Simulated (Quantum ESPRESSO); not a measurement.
# Zr2TaO5F3: finding a planted mistake in a log

A calculation, not a measurement. The program is pw.x of Quantum ESPRESSO 7.5 (plane-wave density functional theory). The cell is made up: 11 atoms on a rutile lattice with one site empty, with randomly drawn elements, strain and displacements, not relaxed. PseudoDojo standard norm-conserving files (v0.5 for PBE, v0.4.1 for LDA and PBEsol) set the functional; there is no spin polarisation, spin-orbit coupling or dispersion term, and the masses in the input are unused placeholders.

Intended input:

```
&control calculation='scf', pseudo_dir='./dojo.nc.sr.pbe.v0_5.standard.upf', outdir='./o', disk_io='medium', tprnfor=.true., tstress=.true. /
&system ibrav=0, nat=11, ntyp=4, nbnd=50, ecutwfc=84.00895049, nosym=.true., tot_charge=0,
 occupations='smearing', smearing='fd', degauss=0.0018374661
/
&electrons conv_thr=7.350e-09, electron_maxstep=60, /
ATOMIC_SPECIES
F 1.0 F.upf
O 1.0 O.upf
Ta 1.0 Ta.upf
Zr 1.0 Zr.upf
CELL_PARAMETERS angstrom
4.7856 0.0632 -0.0384
0.0632 4.8617 0.0226
-0.0512 0.0302 6.3077
ATOMIC_POSITIONS angstrom
Zr 0.0079 0.0102 0.0019
Ta -0.0592 0.0256 3.1821
Zr 2.3614 2.4905 4.6613
O 1.4664 1.5444 -0.0029
F 3.3668 3.4126 -0.0203
O 3.8304 0.9967 1.5548
O 1.0027 3.9007 1.5954
F 1.4597 1.5089 3.1463
O 3.3261 3.4375 3.1507
O 3.838 1.0213 4.698
F 0.9855 3.9692 4.7452
K_POINTS automatic
5 5 4 1 1 1
```

The log is shortened where brackets say so; the opening notice, blank lines, dates and the lines on written files are dropped, and the path of the files is cut. It prints rydbergs, bohrs and kilobars, and counts compression as positive stress. Where no state is partly filled, the Fermi energy that it prints is only some level between the filled and the empty states on the mesh, and need not lie in the true gap.

Log of the intended run:

```
     Program PWSCF v.7.5
     Parallel version (MPI & OpenMP), running on       1 processor cores
     Number of MPI processes:                 1
     Threads/MPI process:                     1
     [start-up lines left out]
     bravais-lattice index     =            0
     lattice parameter (alat)  =       9.0446  a.u.
     unit-cell volume          =     990.1004 (a.u.)^3
     number of atoms/cell      =           11
     number of atomic types    =            4
     number of electrons       =        88.00
     number of Kohn-Sham states=           50
     kinetic-energy cutoff     =      84.0090  Ry
     charge density cutoff     =     336.0358  Ry
     scf convergence threshold =      7.3E-09
     mixing beta               =       0.7000
     number of iterations used =            8  plain     mixing
     Exchange-correlation= PBE
                           (   1   4   3   4   0   0   0)
     [axes and pseudopotential details left out]
   Cartesian axes
     site n.     atom                  positions (alat units)
         1        Zr     tau(   1) = (   0.0016506   0.0021311   0.0003970  )
         2        Ta     tau(   2) = (  -0.0123690   0.0053487   0.6648529  )
         3        Zr     tau(   3) = (   0.4933797   0.5203533   0.9739100  )
         4        O      tau(   4) = (   0.3063827   0.3226796  -0.0006059  )
         5        F      tau(   5) = (   0.7034433   0.7130125  -0.0042414  )
         6        O      tau(   6) = (   0.8003057   0.2082458   0.3248526  )
         7        O      tau(   7) = (   0.2094994   0.8149938   0.3333353  )
         8        F      tau(   8) = (   0.3049828   0.3152624   0.6573730  )
         9        O      tau(   9) = (   0.6949396   0.7182150   0.6582924  )
        10        O      tau(  10) = (   0.8018936   0.2133856   0.9815779  )
        11        F      tau(  11) = (   0.2059057   0.8293059   0.9914396  )
     number of k points=    50  Fermi-Dirac smearing, width (Ry)=  0.0018
                       cart. coord. in units 2pi/alat
        k(    1) = (   0.0994986   0.0967105   0.0951924), wk =   0.0400000
        k(    2) = (   0.1010328   0.0958087   0.2849048), wk =   0.0400000
     [further k points left out]
     Dense  grid:   103013 G-vectors     FFT dimensions: (  54,  54,  72)
     Estimated max dynamical RAM per process >     164.30 MB
     Initial potential from superposition of free atoms
     starting charge      87.9943, renormalised to      88.0000
     Starting wfcs are   62 randomized atomic wfcs
     total cpu time spent up to now is       15.9 secs
     per-process dynamical memory:    97.6 Mb
     Self-consistent Calculation
     iteration #  1     ecut=    84.01 Ry     beta= 0.70
     Davidson diagonalization with overlap
     ethr =  1.00E-02,  avg # of iterations =  2.0
     total cpu time spent up to now is       45.5 secs
     total energy              =    -644.38643459 Ry
     estimated scf accuracy    <       4.65104384 Ry
     iteration #  2     ecut=    84.01 Ry     beta= 0.70
     Davidson diagonalization with overlap
     ethr =  5.29E-03,  avg # of iterations =  6.0
     total cpu time spent up to now is      112.3 secs
     total energy              =    -639.21816683 Ry
     estimated scf accuracy    <      54.27414875 Ry
     [iterations 3 to 16 left out]
     iteration # 17     ecut=    84.01 Ry     beta= 0.70
     Davidson diagonalization with overlap
     ethr =  1.08E-10,  avg # of iterations =  2.1
     total cpu time spent up to now is      845.9 secs
     total energy              =    -646.94991325 Ry
     estimated scf accuracy    <       0.00000002 Ry
     iteration # 18     ecut=    84.01 Ry     beta= 0.70
     Davidson diagonalization with overlap
     ethr =  2.29E-11,  avg # of iterations =  4.6
     total cpu time spent up to now is      882.4 secs
     End of self-consistent calculation
     [lines on levels left out]
     the Fermi energy is     8.4936 ev
!    total energy              =    -646.94991325 Ry
     estimated scf accuracy    <          2.8E-09 Ry
     smearing contrib. (-TS)   =       0.00000000 Ry
     internal energy E=F+TS    =    -646.94991325 Ry
     The total energy is F=E-TS. E is the sum of the following terms:
     one-electron contribution =    -232.84861173 Ry
     hartree contribution      =     159.37771316 Ry
     xc contribution           =    -144.41298527 Ry
     ewald contribution        =    -429.06602941 Ry
     convergence has been achieved in  18 iterations
     Forces acting on atoms (cartesian axes, Ry/au):
     atom    1 type  4   force =     0.04583876    0.09977408    0.31158913
     atom    2 type  3   force =    -0.17380238   -0.04111138   -0.42420842
     atom    3 type  4   force =     0.08407635   -0.09627912    0.08120456
     atom    4 type  2   force =    -0.03292928   -0.03737506   -0.11446308
     atom    5 type  1   force =     0.00633742    0.00912764   -0.04573977
     atom    6 type  2   force =     0.07924960   -0.07267873    0.10575806
     atom    7 type  2   force =    -0.07097300    0.07906888    0.09439926
     atom    8 type  1   force =    -0.04448766   -0.04319426    0.00728244
     atom    9 type  2   force =     0.10032810    0.10179727    0.07550202
     atom   10 type  2   force =     0.00218271   -0.00343402   -0.07149010
     atom   11 type  1   force =     0.00417936    0.00430470   -0.01983410
     Total force =     0.663518     Total SCF correction =     0.000137
     Computing stress (Cartesian axis) and pressure
          total   stress  (Ry/bohr**3)                   (kbar)     P=      -12.85
   0.00012958  -0.00061039   0.00029589           19.06      -89.79       43.53
  -0.00061039   0.00008259   0.00012664          -89.79       12.15       18.63
   0.00029589   0.00012664  -0.00047422           43.53       18.63      -69.76
     init_run     :     14.95s CPU     15.79s WALL (       1 calls)
     electrons    :    829.61s CPU    866.55s WALL (       1 calls)
     forces       :      6.87s CPU      6.95s WALL (       1 calls)
     stress       :     26.11s CPU     27.08s WALL (       1 calls)
     [timing details left out]
     PWSCF        :  14m37.81s CPU  15m17.24s WALL
     JOB DONE.
```

A second run was made from an input with one planted mistake. Its log:

```
     Program PWSCF v.7.5
     Parallel version (MPI & OpenMP), running on       4 processor cores
     Number of MPI processes:                 4
     Threads/MPI process:                     1
     [start-up lines left out]
     bravais-lattice index     =            0
     lattice parameter (alat)  =       9.0446  a.u.
     unit-cell volume          =     990.1004 (a.u.)^3
     number of atoms/cell      =           11
     number of atomic types    =            4
     number of electrons       =        88.00
     number of Kohn-Sham states=           50
     kinetic-energy cutoff     =      84.0090  Ry
     charge density cutoff     =     336.0358  Ry
     scf convergence threshold =      7.3E-09
     mixing beta               =       0.7000
     number of iterations used =            8  plain     mixing
     Exchange-correlation= PBE
                           (   1   4   3   4   0   0   0)
     [axes and pseudopotential details left out]
   Cartesian axes
     site n.     atom                  positions (alat units)
         1        Zr     tau(   1) = (   0.0016506   0.0021311   0.0003970  )
         2        Ta     tau(   2) = (  -0.0123690   0.0053487   0.6648529  )
         3        Zr     tau(   3) = (   0.4933797   0.5203533   0.9739100  )
         4        F      tau(   4) = (   0.3063827   0.3226796  -0.0006059  )
         5        F      tau(   5) = (   0.7034433   0.7130125  -0.0042414  )
         6        O      tau(   6) = (   0.8003057   0.2082458   0.3248526  )
         7        O      tau(   7) = (   0.2094994   0.8149938   0.3333353  )
         8        O      tau(   8) = (   0.3049828   0.3152624   0.6573730  )
         9        O      tau(   9) = (   0.6949396   0.7182150   0.6582924  )
        10        O      tau(  10) = (   0.8018936   0.2133856   0.9815779  )
        11        F      tau(  11) = (   0.2059057   0.8293059   0.9914396  )
     number of k points=    50  Fermi-Dirac smearing, width (Ry)=  0.0018
                       cart. coord. in units 2pi/alat
        k(    1) = (   0.0994986   0.0967105   0.0951924), wk =   0.0400000
        k(    2) = (   0.1010328   0.0958087   0.2849048), wk =   0.0400000
     [further k points left out]
     Dense  grid:   103013 G-vectors     FFT dimensions: (  54,  54,  72)
     Estimated max dynamical RAM per process >     291.98 MB
     Estimated total dynamical RAM >       1.07 GB
     Initial potential from superposition of free atoms
     starting charge      87.9943, renormalised to      88.0000
     Starting wfcs are   62 randomized atomic wfcs
     total cpu time spent up to now is        7.1 secs
     per-process dynamical memory:   227.7 Mb
     Self-consistent Calculation
     iteration #  1     ecut=    84.01 Ry     beta= 0.70
     Davidson diagonalization with overlap
     ethr =  1.00E-02,  avg # of iterations =  2.0
     total cpu time spent up to now is       15.8 secs
     total energy              =    -644.53808343 Ry
     estimated scf accuracy    <       4.47829160 Ry
     iteration #  2     ecut=    84.01 Ry     beta= 0.70
     Davidson diagonalization with overlap
     ethr =  5.09E-03,  avg # of iterations =  6.1
     total cpu time spent up to now is       29.9 secs
     total energy              =    -638.94689526 Ry
     estimated scf accuracy    <      54.46809398 Ry
     [iterations 3 to 15 left out]
     iteration # 16     ecut=    84.01 Ry     beta= 0.70
     Davidson diagonalization with overlap
     ethr =  8.67E-11,  avg # of iterations =  2.6
     total cpu time spent up to now is      169.2 secs
     total energy              =    -646.99488718 Ry
     estimated scf accuracy    <       0.00000002 Ry
     iteration # 17     ecut=    84.01 Ry     beta= 0.70
     Davidson diagonalization with overlap
     ethr =  1.80E-11,  avg # of iterations =  4.1
     total cpu time spent up to now is      179.0 secs
     End of self-consistent calculation
     [lines on levels left out]
     the Fermi energy is     8.4200 ev
!    total energy              =    -646.99488718 Ry
     estimated scf accuracy    <          4.6E-09 Ry
     smearing contrib. (-TS)   =       0.00000000 Ry
     internal energy E=F+TS    =    -646.99488718 Ry
     The total energy is F=E-TS. E is the sum of the following terms:
     one-electron contribution =    -232.44383570 Ry
     hartree contribution      =     159.26454903 Ry
     xc contribution           =    -144.43644036 Ry
     ewald contribution        =    -429.37916015 Ry
     convergence has been achieved in  17 iterations
     Forces acting on atoms (cartesian axes, Ry/au):
     atom    1 type  4   force =    -0.03643639    0.02624123    0.34348453
     atom    2 type  3   force =    -0.06513240    0.06007751   -0.40311299
     atom    3 type  4   force =     0.09003556   -0.09335449   -0.16770713
     atom    4 type  1   force =    -0.01962633   -0.02046790   -0.01882396
     atom    5 type  1   force =     0.02170041    0.02328284   -0.02104308
     atom    6 type  2   force =     0.07712158   -0.07615323    0.03808334
     atom    7 type  2   force =    -0.07510286    0.07866020    0.03031449
     atom    8 type  2   force =    -0.07538246   -0.06846996    0.10606359
     atom    9 type  2   force =     0.07629247    0.07677816    0.10314503
     atom   10 type  2   force =     0.00545054   -0.00819697   -0.01872258
     atom   11 type  1   force =     0.00107988    0.00160261    0.00831875
     Total force =     0.639023     Total SCF correction =     0.000141
     Computing stress (Cartesian axis) and pressure
          total   stress  (Ry/bohr**3)                   (kbar)     P=      -15.18
   0.00011284  -0.00067526   0.00010160           16.60      -99.33       14.95
  -0.00067526   0.00006961  -0.00007947          -99.33       10.24      -11.69
   0.00010160  -0.00007947  -0.00049204           14.95      -11.69      -72.38
     init_run     :      5.30s CPU      6.94s WALL (       1 calls)
     electrons    :    170.49s CPU    171.95s WALL (       1 calls)
     forces       :      1.85s CPU      1.89s WALL (       1 calls)
     stress       :      6.27s CPU      6.54s WALL (       1 calls)
     [timing details left out]
     PWSCF        :   3m 4.12s CPU   3m 7.64s WALL
     JOB DONE.
```

Question: what was wrong in the second input?

Answer: two atoms have their elements exchanged. The input lines that differ, file-writing options aside:

```
- O 1.4664 1.5444 -0.0029
+ F 1.4664 1.5444 -0.0029
- F 1.4597 1.5089 3.1463
+ O 1.4597 1.5089 3.1463
```

|  | intended run | run with the mistake |
| --- | --- | --- |
| free energy (eV) | -8802.202 | -8802.814 |
| smearing term -TS (eV) | 0.0000 | 0.0000 |
| pressure (GPa) | -1.29 | -1.52 |
| largest force component (eV/Å) | 10.907 | 10.364 |
| largest change of a force component (eV/Å) |  | 6.400 |
| iterations | 18 | 17 |

For scale, a rerun of the intended cell at a cutoff of 1467 eV and k mesh 7 x 7 x 6 moved values by no more than 0.004 eV in energy, 0.03 GPa in stress and 0.002 eV/Å in force.